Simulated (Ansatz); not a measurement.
LaNbO4 (space group C2/c)

```xyz
12
Lattice="3.6236 -5.7108 0.0000 3.6236 5.7108 0.0000 -3.3304 0.0000 3.9366" Properties=species:S:1:pos:R:3 pbc="T T T"
La     1.1258    -1.4907     2.9524
La     2.7910     1.4907     0.9841
Nb     1.1258     4.5648     2.9524
Nb     2.7910    -4.5648     0.9841
O      4.5193    -0.3603     1.2099
O     -0.6026     0.3603     2.7266
O      1.0626    -0.3603     0.7583
O      2.8541     0.3603     3.1782
O     -0.2512     3.3742     3.3045
O      4.1680    -3.3742     0.6321
O      2.5028     3.3742     2.6004
O      1.4140    -3.3742     1.3362
```

The slice is a (100) plane (indices of the conventional cell) through the point (0.900, 0.100, 0.250) (fractional), spanned by u = [001] and v = [1 -1 0] in vectors of this cell: u (5.16 Å) and v (11.42 Å, at 90° to u). It covers one period; positions are fractions (u, v).

Calculation: PBEsol (plane waves to 420 eV, PAW, scalar-relativistic; Ansatz, a quantum-chemistry and plane-wave program). k mesh 6×6×7. Inside the PAW spheres the values are not all-electron values, and peaks at nuclei hang on which shells count as valence. LaNbO4 is run without spin polarisation. LaNbO4 was relaxed with its symmetry unable to fall.

Problem. Around which element is the density of the lowest conduction band (whole band as if filled, smooth part) largest on this plane?

Solution. Nb. Mean over a disc round each atom, of radius 0.45 times the shortest bond: Nb 0.096, La 0.006 e/Å³.

Problem. Predict the map of the density of the lowest conduction band (whole band as if filled, smooth part) on the slice.

Solution. 
```tsv
v \ u	0.00	0.14	0.29	0.43	0.57	0.71	0.86
0.88	0.016	0.000	0.008	0.004	0.004	0.008	0.000
0.75	0.001	0.002	0.009	0.002	0.002	0.009	0.002
0.62	0.002	0.002	0.003	0.005	0.005	0.003	0.002
0.50	0.001	0.013	0.005	0.001	0.001	0.005	0.013
0.38	0.007	0.010	0.007	0.000	0.000	0.007	0.010
0.25	0.002	0.000	0.008	0.126	0.126	0.008	0.000
0.12	0.041	0.009	0.004	0.129	0.129	0.004	0.009
0.00	0.002	0.109	0.006	0.002	0.002	0.006	0.109
```

Values: density of the lowest conduction band (whole band as if filled, smooth part) in e/Å³.
